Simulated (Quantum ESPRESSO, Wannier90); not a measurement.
## Wannierisation of GaN (wurtzite)

```
begin unit_cell_cart
ang
    3.1889298307    0.0000000000    0.0000000000
   -1.5944649154    2.7616942443    0.0000000000
    0.0000000000    0.0000000000    5.1923600000
end unit_cell_cart
begin atoms_frac
Ga  -0.3333333333  0.3333333333  0.4990800000
Ga   0.3333333333 -0.3333333333 -0.0009200000
N   -0.3333333333  0.3333333333 -0.1240800000
N    0.3333333333 -0.3333333333  0.3759200000
end atoms_frac
```

Structure: Materials Project mp-804, symmetrised, not relaxed again. COD (Crystallography Open Database) has the formula in 2 space groups, this one among them (matched by group alone). Method: PBE plane waves in Quantum ESPRESSO 7.5 (PseudoDojo norm-conserving files, 68 Ry, no spin polarisation, no spin-orbit coupling), Bloch states on a 12×12×6 mesh through Γ, Wannier90 4.0.1. Density: 12×12×6 mesh, cold smearing 0.01 Ry.

Bands 1-2 form an isolated set from -15.94 to -14.93 eV relative to the valence-band maximum (on the path) and are turned into 2 Wannier functions by minimising the spread from the start: SCDM (isolated).

Centres (Cartesian, Å; one of the equivalent choices) and spreads:

```csv
n,x,y,z,spread (Å²),nearest atom
1,-1.594,0.921,-0.631,1.960,N3
2,1.594,-0.921,1.965,1.960,N4
```

Ω_I = 3.91 Å², Ω_total = 3.92 Å²; the interpolated bands follow pw.x to 0.1 meV rms on the path. Only this start was tried; a symmetric start can stop on a saddle, and mixtures of these functions could lower the total by at most Ω_total − Ω_I.
